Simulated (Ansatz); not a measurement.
HfScTaN₃:
```
CELL_PARAMETERS angstrom
      3.16183     0.00000     0.00000
     -1.58091     2.73822     0.00000
      0.00000     0.00000     7.70632
ATOMIC_POSITIONS crystal
  Hf 0.00000 0.00000 0.99524
  Sc 0.33333 0.66667 0.33857
  Ta 0.66667 0.33333 0.66779
  N  0.66667 0.33333 0.16346
  N  0.00000 0.00000 0.50507
  N  0.33333 0.66667 0.82987
```

Relaxed with r²SCAN.

Q: Map the electron localisation function on the plane through (0.000, 0.000, 0.995) spanned by u = [1, 1, 0] and v = [1, -1, 1] in lattice vectors, from r²SCAN in the plane-wave PAW code Ansatz.

A: x is the fraction of u, y of v (the angle between them is 90°; rows are the nearest grid lines); atoms in the plane: Hf at (0.00, 0.00), Sc at (0.00, 0.34), Ta at (0.00, 0.67), N at (0.50, 0.17), N at (0.50, 0.51), N at (0.50, 0.83).
```
|%@@@*:  .  :*@@@%|
|@@@#-..=+=..-#@@@|
|%#*:.:+%%%+:.:*#%|
|  .-#@@%#%@@#-.  |
|.:-*@@#. .#@@*-:.|
|-:..=%@@@@@%=..:-|
|##=..-#%%%#-..=##|
|-=#%+..:-:..+%#=-|
| :#%*...:...*%#: |
|%%*:.:+#%#+:.:*%%|
|=-:.-#@@@@@#-.:-=|
|..-*@@%-.-%@@*-..|
|  :+%@%*+*%@%+:  |
|*+: .+%@@@%+. :+*|
|%%%=..=###=..=%%%|
| .#%*.     .*%#. |
|*#%%-  :-:  -%%#*|
|+=. .+%@@@%+. .=+|
|   :*@@@@@@@*:   |
| .=#@@#. .#@@#=. |
|  .-#@@%#%@@#-.  |
|%#+:.:*%%%*:.:+#%|
|@@@#-..=+=..-#@@@|
|%@@@*:  .  :*@@@%|
```
Scale: ten equal steps from 0.046 (start of ' ') to 0.846 (end of '@'), in the order ' .:-=+*#%@'; x runs from 0.000 to 1.00, y from 0.000 (bottom) to 1.00 (top).

The density is the valence pseudo-density with augmentation charge, so density and ELF within about 1 Å of a nucleus are not all-electron values.

Space group P3m1. The start of the workflow was typed in or built on a structure type; neither database checked (COD, Materials Project) lists it. Its standing as an ambient phase is unchecked. Symmetry was held in the r²SCAN relaxation; its stability against distortions is not shown here. The run is not spin-polarised. Spin–orbit coupling is left out wherever it is not named.

Potentials: the later of the program's two PAW sets.
